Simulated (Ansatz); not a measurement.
A plane-wave DFT run in Ansatz 0.2.0 (scalar-relativistic PAW potentials unless the input names others): input and command.

```yaml
crystal:
  lattice:
    - [5.296847862, 0.0, 0.0]
    - [0.0, 5.2968454484, 0.0050565864]
    - [0.0, -2.6469406532, 1.5587553577]
  atoms:
    - { symbol: Mg, position: [0.25, 0.3312350333, -0.0001603658], spin: 2.0 }
    - { symbol: Mg, position: [0.75, 0.6687649667, 0.0001603658], spin: -0.5 }
basis:
  ecutwfc: 420
  ecutrho_ratio: 8
kpoints:
  mp_grid: { grid: [7, 7, 22], shift: [0.5, 0.5, 0.5] }
hamiltonian:
  xc: lda
scf:
  occupations: { method: gaussian, width: 0.1 }
output:
  forces: true
  eigenvalues: true
  stress: true
magnetization:
  spin_polarized: true
```

```bash
ansatz run input.yaml --threads 4 --pin off --max-ram 8192MiB --backend cpu --events-out ev --progress --plain --runs-dir out
```

Abridged log:
```
Pseudopotentials: kind: paw
Pseudopotential: Mg, paw, valence charge 10, recommended cutoff 420 eV (normal)
Functional definition: SPW92
Crystal: 2 atoms, lattice volume = 43.804 Å³
Basis set: ecut = 420 eV, 861 PW (Γ)
Bands: 16, of which v1, the nominal top of the filled ones, is band 10 counted from 1 (9 counted from 0)
Symmetry: 2 space group operations
Space group: Pm (ITA 6), of the structure as read, at distance tolerance 3.5e-5 Å
Magnetic group: BNS 6.18 (UNI 25), of the structure as read, at distance tolerance 3.5e-5 Å
k-points: 308 of 1078 (time reversal used)
Initial density: superposition of atomic densities (chi_scale 0.1, normalization cell)
Starting moments: Σ|m| = 2.5 μB on 2 of 2 sites
Initial wavefunctions: pseudopotential atomic-orbital guess
Functional: x = slater, c = lda
SCF iter   1: F=—  HF=-3801.701480 eV  |F-HF|=—  |Δ(HF+E_count)|=         —  Δρ=1.50e-1 (↑1.50e-1 ↓1.44e-1) dr2=1.04e-1  dr2_m=8.65e0  M=0.100 μB ∫|m|=0.153 μB  β_m=0.30  ethr=5.17e-4  ⟨swp⟩=1.0  Hψ=64599  notcnv=0
spin=Collinear: Kerker preconditioning applied to the charge; magnetization (m = ρ↑ − ρ↓) channel mixes plain (no charge-response kernel on spin).
SCF iter   2: F=—  HF=-3802.449794 eV  |F-HF|=—  |Δ(HF+E_count)|=   7.48e-1  Δρ=1.06e-1 (↑1.06e-1 ↓1.02e-1) dr2=6.64e-2  dr2_m=4.33e0  M=0.078 μB ∫|m|=0.116 μB  β_m=0.30  ethr=5.17e-4  ⟨swp⟩=2.0  Hψ=15008  notcnv=0
SCF iter   3: F=—  HF=-3802.809581 eV  |F-HF|=—  |Δ(HF+E_count)|=   3.60e-1  Δρ=7.41e-2 (↑7.27e-2 ↓7.41e-2) dr2=3.47e-3  dr2_m=2.16e0  M=0.060 μB ∫|m|=0.087 μB  β_m=0.30  ethr=3.32e-4  ⟨swp⟩=2.0  Hψ=17876  notcnv=0  defer=2
SCF iter   4: F=—  HF=-3803.001149 eV  |F-HF|=—  |Δ(HF+E_count)|=   1.92e-1  Δρ=5.23e-2 (↑5.15e-2 ↓5.23e-2) dr2=4.41e-4  dr2_m=1.08e0  M=0.047 μB ∫|m|=0.067 μB  β_m=0.30  ethr=1.74e-5  ⟨swp⟩=2.0  Hψ=16495  notcnv=0  defer=2
SCF iter   5: F=—  HF=-3803.098248 eV  |F-HF|=—  |Δ(HF+E_count)|=   9.71e-2  Δρ=3.68e-2 (↑3.67e-2 ↓3.68e-2) dr2=1.06e-5  dr2_m=5.42e-1  M=0.037 μB ∫|m|=0.051 μB  β_m=0.30  ethr=2.20e-6  ⟨swp⟩=2.0  Hψ=16064  notcnv=0  defer=2
SCF iter   6: F=—  HF=-3803.147200 eV  |F-HF|=—  |Δ(HF+E_count)|=   4.90e-2  Δρ=2.60e-2 (↑2.60e-2 ↓2.60e-2) dr2=3.98e-6  dr2_m=2.72e-1  M=0.029 μB ∫|m|=0.039 μB  β_m=0.30  ethr=5.28e-8  ⟨swp⟩=2.7  Hψ=16659  notcnv=0  defer=2
SCF iter   7: F=—  HF=-3803.171964 eV  |F-HF|=—  |Δ(HF+E_count)|=   2.48e-2  Δρ=1.84e-2 (↑1.84e-2 ↓1.84e-2) dr2=8.01e-7  dr2_m=1.36e-1  M=0.023 μB ∫|m|=0.030 μB  β_m=0.30  ethr=1.99e-8  ⟨swp⟩=2.9  Hψ=16966  notcnv=0  defer=2
Mixer restart at iter 7: flushing history
spin-set hold released at iteration 7 (site moments contracting): the magnetisation degrees of freedom join the quasi-Newton model from the next iteration; the mixer history was flushed
SCF iter   8: F=—  HF=-3803.184530 eV  |F-HF|=—  |Δ(HF+E_count)|=   1.26e-2  Δρ=1.31e-2 (↑1.31e-2 ↓1.30e-2) dr2=5.78e-7  dr2_m=6.84e-2  M=0.018 μB ∫|m|=0.023 μB  β_m=0.65  ethr=4.00e-9  ⟨swp⟩=3.1  Hψ=18786  notcnv=0  defer=2
SCF iter   9: F=—  HF=-3803.197600 eV  |F-HF|=—  |Δ(HF+E_count)|=   1.31e-2  Δρ=1.48e-4 (↑1.48e-4 ↓1.47e-4) dr2=9.66e-8  dr2_m=8.71e-6  M=0.003 μB ∫|m|=0.003 μB  β_m=0.82  ethr=5.00e-10  ⟨swp⟩=5.2  Hψ=60940  notcnv=0
SCF iter  10: F=—  HF=-3803.197628 eV  |F-HF|=—  |Δ(HF+E_count)|=   2.75e-5  Δρ=5.30e-5 (↑5.30e-5 ↓5.23e-5) dr2=2.31e-8  dr2_m=1.11e-6  M=0.001 μB ∫|m|=0.001 μB  β_m=0.91  ethr=4.83e-10  ⟨swp⟩=6.8  Hψ=41767  notcnv=0
SCF iter  11: F=—  HF=-3803.197632 eV  |F-HF|=—  |Δ(HF+E_count)|=   4.42e-6  Δρ=7.80e-6 (↑7.80e-6 ↓7.57e-6) dr2=3.24e-9  dr2_m=2.33e-8  M=0.000 μB ∫|m|=0.000 μB  β_m=0.96  ethr=1.15e-10  ⟨swp⟩=5.6  Hψ=38702  notcnv=0
SCF iter  12: F=-3803.197632 eV  HF=-3803.197632 eV  |F-HF|=6.12e-10  |Δ(HF+E_count)|=   9.17e-8  Δρ=7.21e-7 (↑7.21e-7 ↓6.15e-7) dr2=2.81e-10  dr2_m=1.67e-11  M=0.000 μB ∫|m|=0.000 μB  ethr=1.62e-11  ⟨swp⟩=3.5  Hψ=22193  notcnv=0
SCF 1 converged in 12 iterations: F = -3803.197632 eV  dr2 = 2.81e-10
WARN: the starting moments were not kept: the SCF closed with an absolute magnetisation of 5.3e-6 μB, where they sum to 2.5 μB in size (2 sites). That is at most 0.1 of that sum. Measured as dr2_m measures the in/out step, that magnetisation stands 2.2e-12 eV from none, at or under the dr2_threshold of 1.0e-7 eV: it is no larger than a step whose dr2_m would equal this threshold. The system may hold no moment; this SCF shows only that its start led to no more than that. To try another start: raise the starting moments (crystal.atoms[].spin, magnetization.per_species, magnetization.initial_magn ...
SCF converged after 12 iterations
Magnetization: 0.0000 μB (10.0000 up, 10.0000 down)
Absolute magnetization: 0.0000 μB (∫|ρ↑−ρ↓|, with the PAW one-centre terms)
Spin contamination: 0.0000 ħ² per cell (⟨S²⟩ above its minimum at these occupations)
Per-site moments (μB) at R_I (Å): [(1.49216477e-6, 1.26712138), (1.21660653e-6, 1.26712138)]
Free energy (F): -3803.197632 eV
Harris-Foulkes:  -3803.197632 eV  (|F-HF|=6.12e-10)
Internal energy: -3803.193427 eV  (E = F + TS)
E sigma→0 (E₀):  -3803.195530 eV
Entropy (-TS):   -0.004205 eV (-2.103 meV/atom)
Fermi energy:    5.866421 eV
--- Forces (eV/Å), atoms counted from 1 ---
  atom   1  Mg     0.00000000    -0.00299946     0.00046354
  atom   2  Mg     0.00000000     0.00299947    -0.00046370
--- Stress (GPa, compression-positive) ---
       -2.021321       0.000000       0.000000
        0.000000       1.038594      -0.270083
        0.000000      -0.270083       0.069222
  P = ⅓ Tr σ = -0.3045 GPa (-3.045 kbar)
```

Apart from outputs and empty bands, the input differs from a reference run on usual settings in kpoints.mp_grid.shift: not typed → [0.5, 0.5, 0.5]; basis.ecutrho_ratio: not typed → 8; magnetization: not typed → {"spin_polarized": true} (random starting moments). The reference, at the same geometry (not necessarily relaxed), gave pressure -0.33 GPa, largest force 0.000 eV/Å, no gap on the mesh. This run converged in 12 SCF iterations (reference: 6) with an energy at zero smearing 3.73 meV/atom below the reference's, pressure -0.30 GPa, largest force 0.003 eV/Å, no gap on the mesh.

It took 8.1 s on 4 threads of Intel(R) Xeon(R) 6975P-C (Granite Rapids), on a shared host, peak memory 0.75 GiB.